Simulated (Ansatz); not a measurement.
Cs₂Se:
```yaml
crystal:
  lattice:
    - [0.00000, 4.06270, 4.06270]
    - [4.06270, 0.00000, 4.06270]
    - [4.06270, 4.06270, 0.00000]
  atoms:
    - { symbol: Cs, position: [0.75000, 0.75000, 0.75000] }
    - { symbol: Cs, position: [0.25000, 0.25000, 0.25000] }
    - { symbol: Se, position: [0.00000, 0.00000, 0.00000] }
```

Relaxed with LDA. Special points in fractions of this cell's reciprocal vectors: Γ (0.000, 0.000, 0.000); X (0.500, 0.000, 0.500); U (0.625, 0.250, 0.625); K (0.375, 0.375, 0.750); L (0.500, 0.500, 0.500); W (0.500, 0.250, 0.750).

Question: List the band energies nearest the valence-band maximum at these points for DFT-LDA in the program Ansatz with PAW potentials.

Answer: In eV from the valence-band maximum; about four levels below and three above (degenerate sets whole), none deeper than 8.9 eV; points with the same levels are listed once.

```json
[
 {"k": "Γ", "below": "-7.73 -7.73 -7.73 -0.75 -0.75 -0.75", "above": "1.72 3.19 3.19"},
 {"k": "X", "below": "-7.49 -0.93 0.00 0.00", "above": "2.42 3.82 4.11"},
 {"k": "U", "below": "-7.52 -0.64 -0.16 -0.11", "above": "2.57 3.99 4.57"},
 {"k": "L", "below": "-7.73 -0.39 -0.34 -0.34", "above": "3.28 4.29 4.29"},
 {"k": "W", "below": "-7.54 -0.42 -0.42 -0.05", "above": "2.67 4.11 4.11"}
]
```

Space group Fm-3m (anti-fluorite). The first step of the workflow began from a Materials Project structure, measured or hypothetical; the Crystallography Open Database copy checked does not list it. Whether it is the stable phase at ambient conditions was not checked. The cell was relaxed with LDA under the symmetry of its start; phonons on a q-mesh show no instability. Spin–orbit coupling is left out wherever it is not named.

Potentials: the later of the program's two PAW sets.
